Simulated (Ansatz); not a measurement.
BeMo$_{2}$ (cubic Laves (MgCu2 type), space group No. 227) under volume change, PBEsol (plane waves, PAW; program Ansatz), scaled uniformly.

```csv
V (Å³/atom),E − E(relaxed) (meV/atom),P (GPa)
13.968,79.1,19.83
14.428,33.3,12.20
14.889,7.9,5.65
15.349,0.0,0.00
15.810,7.2,-4.89
16.270,27.5,-9.12
16.731,59.1,-12.78
```

Q: What does a third-order Birch–Murnaghan fit give for V₀, B₀ and B′?

A: V₀ = 15.35 Å³/atom, B₀ = 175 GPa, B′ = 3.9.

Space group Fd-3m (cubic Laves (MgCu2 type)). The cell is a constructed one: a structure type filled with these elements; neither database checked (COD, Materials Project) lists it. Whether it is the stable phase at ambient conditions was not checked. The PBEsol relaxation kept the symmetry of its start; phonons show weakly imaginary modes. No spin polarisation was allowed.

Potentials: the earlier of the program's two PAW sets. The files were generated under PBE; for other functionals the program regenerates the frozen cores, and for LDA and PBEsol the local potential too.
